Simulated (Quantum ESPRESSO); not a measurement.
Simulation results for GeB3P3C (made-up cell), Si3BC3N (made-up cell), AlSiGeN3O (made-up cell, one site empty)

All values are calculated (Quantum ESPRESSO 7.5). Calculation on a made-up crystal cell, not a measurement: periodic Kohn-Sham density functional theory in plane waves with PseudoDojo standard norm-conserving scalar-relativistic pseudopotentials, each functional with its own files (v0.5 for PBE, v0.4.1 for LDA and PBEsol), no spin polarisation, no spin-orbit coupling, atoms not relaxed, stress positive in tension, energies less a fixed whole-eV offset for each atom's element; levels are Kohn-Sham levels at fractions of this cell's reciprocal vectors, counted from the reference band (half the neutral cell's valence electrons, rounded up) at Gamma; error bars cover cutoff and k-mesh only, not smearing or the files; each bar is the largest change over components, and at least 0.002 eV, 0.002 eV per angstrom or 0.02 GPa; added strain carries the atoms with the cell, and shear is the tensor component; energies are for the whole cell, and the offsets were chosen from early runs and are not element reference energies.

Settings shared by all entries: functional pbe; fermi dirac smearing 0.025 eV; scf tolerance 1e-07 eV; electrons removed 0.

(1) GeB3P3C (made-up cell)

Unstrained structure:
```
cell vectors (Å)
   4.5926     0.0467    -0.0207
   0.0467     4.5470    -0.0201
  -0.0207    -0.0201     4.5912
atoms (fractions of the cell vectors)
B  -0.00420 -0.01173 -0.00617
B  -0.00994  0.49712  0.48551
B   0.48731  0.01406  0.49742
Ge  0.50323  0.50178 -0.00131
P   0.24578  0.25026  0.25852
P   0.25172  0.74594  0.75340
P   0.74907  0.25132  0.75820
C   0.74901  0.75114  0.25024
```

It was run with lattice type zincblende/diamond, cutoff 1116 eV, added strain kind uniform, added strain 0.0054, k mesh 4 x 4 x 4, shifted by half a step and structure shown before the added strain of 0.0054.

It finds free energy less offsets 0.9662 eV; scf iterations 11; smearing term minus ts 0 eV; pressure 12.05 GPa; stress xx -11.91 GPa; stress yy -12.86 GPa; stress zz -11.39 GPa; stress yz 1.413 GPa; stress xz 2.704 GPa; stress xy 14.05 GPa; reference band 21; error bar energy 0.004865 eV; error bar stress 0.0249 GPa; error bar force 0.003626 eV/Å; error bar next band up 0.002 eV; error bars from tighter rerun of this cell.

Atoms:
```
atoms element  atom site  atom energy offset (eV)
            B          1                      -79
            B          2                      -79
            B          3                      -79
           Ge          4                    -2430
            P          5                     -189
            P          6                     -189
            P          7                     -189
            C          8                     -163
```

Forces:
```
site  x (eV/Å)  y (eV/Å)  z (eV/Å)
   1    -1.095   -0.7498     2.246
   2    -1.414      2.13   -0.1923
   3      2.25    -2.353   -0.1488
   4     2.792     3.357     7.046
   5    -3.761    -3.264     1.733
   6    -5.363     4.988    -5.946
   7     5.102    -5.387    -6.104
   8     1.489     1.279     1.366
```

Levels:
```
level k point  next band up (eV)
        Gamma             0.5389
(1/2,1/2,1/2)              1.877
   (0.15,0,0)              0.719
   (0,0.15,0)             0.7155
   (0,0,0.15)             0.7879
```

(2) GeB3P3C (made-up cell)

The structure is that of entry 1.

Settings of this run: lattice type zincblende/diamond, cutoff 1116 eV, added strain kind uniform, added strain 0.0207, k mesh 4 x 4 x 4, shifted by half a step and structure shown before the added strain of 0.0207.

The calculation gives: free energy less offsets 0.7429 eV; scf iterations 11; smearing term minus ts 0 eV; pressure 4.094 GPa; stress xx -3.884 GPa; stress yy -4.919 GPa; stress zz -3.48 GPa; stress yz 1.093 GPa; stress xz 2.451 GPa; stress xy 12.03 GPa; reference band 21; error bar energy 0.004865 eV; error bar stress 0.0249 GPa; error bar force 0.003626 eV/Å; error bar next band up 0.002 eV; error bars from tighter rerun of a related cell.

Atoms:
```
atoms element  atom site  atom energy offset (eV)
            B          1                      -79
            B          2                      -79
            B          3                      -79
           Ge          4                    -2430
            P          5                     -189
            P          6                     -189
            P          7                     -189
            C          8                     -163
```

Forces:
```
site  x (eV/Å)  y (eV/Å)  z (eV/Å)
   1    -0.999   -0.6866     2.044
   2    -1.265     1.953    -0.208
   3     2.052    -2.128   -0.1568
   4     2.595     3.112     6.446
   5    -3.406    -2.973     1.606
   6    -4.904     4.557     -5.37
   7     4.589     -4.91    -5.556
   8     1.338     1.076     1.194
```

Levels:
```
level k point  next band up (eV)
        Gamma              0.561
(1/2,1/2,1/2)              1.671
   (0.15,0,0)             0.7461
   (0,0.15,0)             0.7412
   (0,0,0.15)             0.8112
```

(3) Si3BC3N (made-up cell)

Unstrained structure:
```
cell vectors (Å)
   3.0688     0.0000     0.0000
   0.0000     5.3153     0.0000
   0.0000     0.0000     5.0114
atoms (fractions of the cell vectors)
B  -0.03017 -0.00933  0.00517
Si  0.51056  0.47726 -0.00395
Si  0.50642  0.17130  0.52712
Si  0.00391  0.65193  0.49822
N  -0.02183  0.01076  0.37129
C   0.49361  0.50524  0.37810
C   0.49482  0.15162  0.86760
C   0.00261  0.66420  0.88283
```

Settings of this run: lattice type wurtzite, cutoff 1143 eV, added strain kind shear xy, added strain -0.0238, k mesh 6 x 4 x 4, shifted by half a step and structure shown before the added strain of -0.0238.

It finds free energy less offsets -3.91 eV; scf iterations 12; smearing term minus ts 0 eV; pressure -13.27 GPa; stress xx 13.9 GPa; stress yy 18.2 GPa; stress zz 7.709 GPa; stress yz -0.7274 GPa; stress xz 0.3763 GPa; stress xy -10.09 GPa; reference band 16; error bar energy 0.002862 eV; error bar stress 0.08914 GPa; error bar force 0.004092 eV/Å; error bar next band up 0.002 eV; error bars from tighter rerun of a related cell.

Atoms:
```
atoms element  atom site  atom energy offset (eV)
            B          1                      -79
           Si          2                     -115
           Si          3                     -115
           Si          4                     -115
            N          5                     -283
            C          6                     -163
            C          7                     -163
            C          8                     -163
```

Forces:
```
site  x (eV/Å)  y (eV/Å)  z (eV/Å)
   1    0.7277   -0.1115    -1.258
   2   -0.9156      1.79   -0.1175
   3   -0.6863   -0.7073    -4.042
   4   -0.3041      2.41     1.416
   5    0.6494   -0.8211   -0.5231
   6    0.2027    -1.594   -0.6924
   7  -0.08622    -2.149     4.924
   8    0.4124     1.182    0.2926
```

Levels:
```
level k point  next band up (eV)
        Gamma              1.785
(1/2,1/2,1/2)              0.941
   (0.15,0,0)              2.349
   (0,0.15,0)              1.948
   (0,0,0.15)              1.771
```

(4) Si3BC3N (made-up cell)

The structure is that of entry 3.

Settings of this run: lattice type wurtzite, cutoff 1143 eV, added strain kind shear xy, added strain -0.0147, k mesh 6 x 4 x 4, shifted by half a step and structure shown before the added strain of -0.0147.

Results for Si3BC3N (made-up cell): free energy less offsets -3.984 eV; scf iterations 12; smearing term minus ts 0 eV; pressure -13.35 GPa; stress xx 13.79 GPa; stress yy 18.61 GPa; stress zz 7.643 GPa; stress yz -0.7866 GPa; stress xz 0.7604 GPa; stress xy -6.481 GPa; reference band 16; error bar energy 0.002862 eV; error bar stress 0.08914 GPa; error bar force 0.004092 eV/Å; error bar next band up 0.002 eV; error bars from tighter rerun of a related cell.

Atoms:
```
atoms element  atom site  atom energy offset (eV)
            B          1                      -79
           Si          2                     -115
           Si          3                     -115
           Si          4                     -115
            N          5                     -283
            C          6                     -163
            C          7                     -163
            C          8                     -163
```

Forces:
```
site  x (eV/Å)  y (eV/Å)  z (eV/Å)
   1    0.6233   -0.1303    -1.264
   2   -0.7826     1.833   -0.1483
   3   -0.6654   -0.6916     -4.02
   4   -0.5421     2.418     1.412
   5     0.667   -0.8469   -0.5373
   6    0.4562     -1.59   -0.6896
   7  -0.03229    -2.139      4.92
   8     0.276     1.147    0.3273
```

Levels:
```
level k point  next band up (eV)
        Gamma              1.811
(1/2,1/2,1/2)             0.9948
   (0.15,0,0)               2.38
   (0,0.15,0)              1.973
   (0,0,0.15)              1.798
```

(5) Si3BC3N (made-up cell)

The structure is that of entry 3.

Here we set lattice type wurtzite, cutoff 1143 eV, added strain kind shear xy, added strain -0.0079, k mesh 6 x 4 x 4, shifted by half a step and structure shown before the added strain of -0.0079.

It finds free energy less offsets -4.018 eV; scf iterations 12; smearing term minus ts 0 eV; pressure -13.33 GPa; stress xx 13.63 GPa; stress yy 18.78 GPa; stress zz 7.592 GPa; stress yz -0.8299 GPa; stress xz 1.05 GPa; stress xy -3.783 GPa; reference band 16; error bar energy 0.002862 eV; error bar stress 0.08914 GPa; error bar force 0.004092 eV/Å; error bar next band up 0.002 eV; error bars from tighter rerun of a related cell.

Atoms:
```
atoms element  atom site  atom energy offset (eV)
            B          1                      -79
           Si          2                     -115
           Si          3                     -115
           Si          4                     -115
            N          5                     -283
            C          6                     -163
            C          7                     -163
            C          8                     -163
```

Forces:
```
site  x (eV/Å)  y (eV/Å)  z (eV/Å)
   1    0.5434   -0.1484    -1.266
   2   -0.6853     1.855   -0.1656
   3   -0.6513   -0.6722    -3.999
   4    -0.716     2.427     1.414
   5    0.6829   -0.8718   -0.5528
   6    0.6418    -1.593   -0.6938
   7  0.008489    -2.127     4.915
   8     0.176     1.129    0.3474
```

Levels:
```
level k point  next band up (eV)
        Gamma               1.83
(1/2,1/2,1/2)              1.026
   (0.15,0,0)              2.402
   (0,0.15,0)              1.992
   (0,0,0.15)              1.819
```

(6) Si3BC3N (made-up cell)

The structure is that of entry 3.

Here we set lattice type wurtzite, cutoff 1143 eV, added strain kind shear xy, added strain 0.0025, k mesh 6 x 4 x 4, shifted by half a step and structure shown before the added strain of 0.0025.

It finds free energy less offsets -4.036 eV; scf iterations 12; smearing term minus ts 0 eV; pressure -13.19 GPa; stress xx 13.24 GPa; stress yy 18.83 GPa; stress zz 7.51 GPa; stress yz -0.8894 GPa; stress xz 1.503 GPa; stress xy 0.3547 GPa; reference band 16; error bar energy 0.002862 eV; error bar stress 0.08914 GPa; error bar force 0.004092 eV/Å; error bar next band up 0.002 eV; error bars from tighter rerun of a related cell.

Atoms:
```
atoms element  atom site  atom energy offset (eV)
            B          1                      -79
           Si          2                     -115
           Si          3                     -115
           Si          4                     -115
            N          5                     -283
            C          6                     -163
            C          7                     -163
            C          8                     -163
```

Forces:
```
site  x (eV/Å)  y (eV/Å)  z (eV/Å)
   1    0.4208   -0.1841    -1.265
   2   -0.5352     1.872   -0.1835
   3   -0.6308   -0.6371    -3.957
   4   -0.9886     2.454     1.429
   5    0.7068   -0.9171    -0.584
   6    0.9327    -1.607    -0.712
   7   0.06986    -2.097     4.905
   8   0.02429     1.117    0.3681
```

Levels:
```
level k point  next band up (eV)
        Gamma              1.859
(1/2,1/2,1/2)              1.057
   (0.15,0,0)              2.433
   (0,0.15,0)              2.021
   (0,0,0.15)              1.849
```

(7) Si3BC3N (made-up cell)

The structure is that of entry 3.

Here we set lattice type wurtzite, cutoff 1143 eV, added strain kind shear xy, added strain 0.0129, k mesh 6 x 4 x 4, shifted by half a step and structure shown before the added strain of 0.0129.

The calculation gives: free energy less offsets -4.012 eV; scf iterations 12; smearing term minus ts 0 eV; pressure -12.91 GPa; stress xx 12.69 GPa; stress yy 18.63 GPa; stress zz 7.425 GPa; stress yz -0.9419 GPa; stress xz 1.964 GPa; stress xy 4.494 GPa; reference band 16; error bar energy 0.002862 eV; error bar stress 0.08914 GPa; error bar force 0.004092 eV/Å; error bar next band up 0.002 eV; error bars from tighter rerun of a related cell.

Atoms:
```
atoms element  atom site  atom energy offset (eV)
            B          1                      -79
           Si          2                     -115
           Si          3                     -115
           Si          4                     -115
            N          5                     -283
            C          6                     -163
            C          7                     -163
            C          8                     -163
```

Forces:
```
site  x (eV/Å)  y (eV/Å)  z (eV/Å)
   1    0.2976   -0.2273     -1.26
   2   -0.3871     1.866   -0.1905
   3   -0.6126   -0.5898    -3.906
   4     -1.26     2.488     1.455
   5    0.7331   -0.9737   -0.6245
   6     1.224    -1.629   -0.7426
   7    0.1305    -2.057     4.891
   8    -0.125     1.123    0.3771
```

Levels:
```
level k point  next band up (eV)
        Gamma              1.886
(1/2,1/2,1/2)              1.068
   (0.15,0,0)              2.459
   (0,0.15,0)               2.05
   (0,0,0.15)              1.877
```

(8) Si3BC3N (made-up cell)

The structure is that of entry 3.

Settings of this run: lattice type wurtzite, cutoff 1143 eV, added strain kind shear xy, added strain 0.0198, k mesh 6 x 4 x 4, shifted by half a step and structure shown before the added strain of 0.0198.

The calculation gives: free energy less offsets -3.972 eV; scf iterations 12; smearing term minus ts 0 eV; pressure -12.64 GPa; stress xx 12.22 GPa; stress yy 18.35 GPa; stress zz 7.365 GPa; stress yz -0.9728 GPa; stress xz 2.276 GPa; stress xy 7.242 GPa; reference band 16; error bar energy 0.002862 eV; error bar stress 0.08914 GPa; error bar force 0.004092 eV/Å; error bar next band up 0.002 eV; error bars from tighter rerun of a related cell.

Atoms:
```
atoms element  atom site  atom energy offset (eV)
            B          1                      -79
           Si          2                     -115
           Si          3                     -115
           Si          4                     -115
            N          5                     -283
            C          6                     -163
            C          7                     -163
            C          8                     -163
```

Forces:
```
site  x (eV/Å)  y (eV/Å)  z (eV/Å)
   1    0.2168   -0.2615    -1.253
   2   -0.2868     1.852   -0.1894
   3   -0.6031   -0.5549    -3.865
   4    -1.441      2.52      1.48
   5    0.7532    -1.017   -0.6569
   6     1.418    -1.651    -0.771
   7    0.1697    -2.023     4.879
   8   -0.2259     1.135    0.3766
```

Levels:
```
level k point  next band up (eV)
        Gamma              1.903
(1/2,1/2,1/2)              1.063
   (0.15,0,0)              2.473
   (0,0.15,0)              2.067
   (0,0,0.15)              1.894
```

(9) Si3BC3N (made-up cell)

The structure is that of entry 3.

It was run with lattice type wurtzite, cutoff 1143 eV, added strain kind shear xy, added strain 0.023, k mesh 6 x 4 x 4, shifted by half a step and structure shown before the added strain of 0.023.

The calculation gives: free energy less offsets -3.947 eV; scf iterations 12; smearing term minus ts 0 eV; pressure -12.5 GPa; stress xx 11.98 GPa; stress yy 18.18 GPa; stress zz 7.338 GPa; stress yz -0.9861 GPa; stress xz 2.422 GPa; stress xy 8.522 GPa; reference band 16; error bar energy 0.002862 eV; error bar stress 0.08914 GPa; error bar force 0.004092 eV/Å; error bar next band up 0.002 eV; error bars from tighter rerun of this cell.

Atoms:
```
atoms element  atom site  atom energy offset (eV)
            B          1                      -79
           Si          2                     -115
           Si          3                     -115
           Si          4                     -115
            N          5                     -283
            C          6                     -163
            C          7                     -163
            C          8                     -163
```

Forces:
```
site  x (eV/Å)  y (eV/Å)  z (eV/Å)
   1    0.1784   -0.2784    -1.249
   2   -0.2401     1.841   -0.1873
   3   -0.5995    -0.535    -3.845
   4    -1.526     2.534     1.492
   5     0.763    -1.039   -0.6733
   6     1.509    -1.662   -0.7856
   7    0.1878    -2.005     4.873
   8   -0.2722     1.145    0.3745
```

Levels:
```
level k point  next band up (eV)
        Gamma              1.909
(1/2,1/2,1/2)              1.058
   (0.15,0,0)              2.478
   (0,0.15,0)              2.075
   (0,0,0.15)              1.901
```

(10) AlSiGeN3O (made-up cell, one site empty)

Unstrained structure:
```
cell vectors (Å)
   3.0840    -0.0155     0.0199
  -0.0269     5.3182     0.0011
   0.0325     0.0011     5.0310
atoms (fractions of the cell vectors)
Si -0.03782 -0.00648 -0.00448
Al  0.48277  0.48411 -0.00154
Ge -0.02953  0.65661  0.50894
O   0.02182  0.02554  0.39657
N   0.50071  0.49467  0.37243
N   0.50789  0.18518  0.87889
N  -0.02289  0.65922  0.88075
```

It was run with lattice type wurtzite, empty site 3, cutoff 1143 eV, added strain kind zz, added strain -0.0166, k mesh 6 x 4 x 4, shifted by half a step and structure shown before the added strain of -0.0166.

The calculation gives: free energy less offsets 2.466 eV; scf iterations 13; smearing term minus ts 0 eV; pressure -6.371 GPa; stress xx 8.185 GPa; stress yy 7.266 GPa; stress zz 3.664 GPa; stress yz -5.148 GPa; stress xz 0.9572 GPa; stress xy -2.685 GPa; reference band 21; error bar energy 0.002 eV; error bar stress 0.02 GPa; error bar force 0.002561 eV/Å; error bar next band up 0.002 eV; error bars from tighter rerun of a related cell.

Atoms:
```
atoms element  atom site  atom energy offset (eV)
           Si          1                     -115
           Al          2                      -64
           Ge          4                    -2430
            O          5                     -452
            N          6                     -283
            N          7                     -283
            N          8                     -283
```

Forces:
```
site  x (eV/Å)  y (eV/Å)  z (eV/Å)
   1     1.026     3.238     1.892
   2   -0.4657     1.638     1.903
   4      1.59     1.585    -3.122
   5   -0.6223    -3.693    -3.286
   6      -1.5     1.736    0.7662
   7   -0.4451    -6.748    0.8519
   8    0.4167     2.244    0.9954
```

Levels:
```
level k point  next band up (eV)
        Gamma              1.752
(1/2,1/2,1/2)               2.66
   (0.15,0,0)              2.691
   (0,0.15,0)              2.093
   (0,0,0.15)              2.159
```
